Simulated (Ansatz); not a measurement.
Here is the system:

C:
```
C
1.0
    0.00000     1.50532     1.50532
    1.50532     0.00000     1.50532
    1.50532     1.50532     0.00000
C
1
Cartesian
  0.00000   0.00000   0.00000
```

This is the LDA-relaxed structure.

**Question.** All from DFT-LDA in the program Ansatz with PAW potentials, unless another level is named. Estimate the electronic character.

**Answer.** metallic (no gap).

**Question.** Give the density of states at the Fermi level.

**Answer.** 0.37 states/eV per atom (mean over ±0.08 eV).

Space group Fm-3m (fcc (Cu type)). The start of the workflow was typed in or built on a structure type; neither database checked (COD, Materials Project) lists it. It is not the phase usual at ambient conditions (space group No. 194, 227). The LDA relaxation kept the symmetry of its start. At this level the phase is mechanically unstable. The volume moved by -40 % from the start of the relaxation.

Potentials: the earlier of the program's two PAW sets.
